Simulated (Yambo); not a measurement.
Material: AgI (zinc blende, space group F-43m, No. 216); a = b = c = 4.5578 Å, α = β = γ = 60.00° (2 atoms in the cell). Cell and atoms were relaxed with PBEsol from Materials Project entry mp-22925, within its symmetry.

With norm-conserving PBEsol (Quantum ESPRESSO, 82 Ry, with spin-orbit coupling), the gap between the mesh's edge points (Γ → Γ) is 0.966 eV.

Problem. By how much does one-shot G0W0 (Yambo; 4×4×4 Γ-centred k mesh, bands 9 to 152 and a 6 Ry block in the screening, 152 bands in G with the Bruneval-Gonze terminator, plasmon pole fitted at 27.2 eV) open this gap, and what gap results?

Solution. The correction is 1.112 eV, giving 2.078 eV, 2.2 times the PBEsol value.  Nearest settings tried, and what they do to the gap: 74 bands in W: +110 meV. Not varied: bands in G, block, mesh. So the settings aren't converged at that level.
